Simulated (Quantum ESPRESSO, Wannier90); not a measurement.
**MgSe (wurtzite), plane waves to Wannier functions**

```
CELL_PARAMETERS angstrom
      4.22147     0.00000     0.00000
     -2.11073     3.65590     0.00000
      0.00000     0.00000     6.81672
ATOMIC_POSITIONS crystal
  Mg 0.66667 0.33333 0.49831
  Mg 0.33333 0.66667 0.99831
  Se 0.66667 0.33333 0.87669
  Se 0.33333 0.66667 0.37669
```

Cell from Materials Project (mp-1018040), symmetrised, no further relaxation. Not found in the COD (Crystallography Open Database) copy used, which has the formula in other groups; not checked further. Method: LDA plane waves in Quantum ESPRESSO 7.5 (PseudoDojo norm-conserving files, 69 Ry, no spin polarisation, no spin-orbit coupling), Bloch states on a 4×4×4 mesh through Γ, Wannier90 4.0.1. Density: 12×12×6 mesh, cold smearing 0.01 Ry. Spin-orbit coupling, left out, would split the p-like bands by a few tenths of an eV.

Functional, cutoff and mesh named above are those of the base row (4×4×4); the first column says what each row takes instead. Model: 8 functions from bands 19-26, start SCDM (isolated) (the valence bands). Energies are relative to the valence-band maximum; the misfit is to pw.x on a path, for all bands of the set. Only the mesh of Bloch states changes. Ω_total can sit in another minimum from row to row; Ω_I of an isolated set cannot.

Task: Among the meshes 2×2×2, 3×3×3, 4×4×4, 5×5×5, which is the coarsest that interpolates to 20 meV rms?

Result: 4×4×4.

| mesh | Ω_I (Å²) | Ω_total (Å²) | rms misfit (meV) | k-points (cost) | rough cost of nscf and overlaps (first row = 1) |
|---|---|---|---|---|---|
| 2×2×2 | 8.77 | 10.43 | 187 | 8 | 1.0 |
| 3×3×3 | 10.20 | 11.91 | 65 | 27 | 1.5 |
| 4×4×4 | 10.94 | 12.66 | 17 | 64 | 4 |
| 5×5×5 | 11.34 | 13.05 | 12 | 125 | 7 |

Ω_I still rises with the mesh: the finite-difference spreads converge slowly and from below.
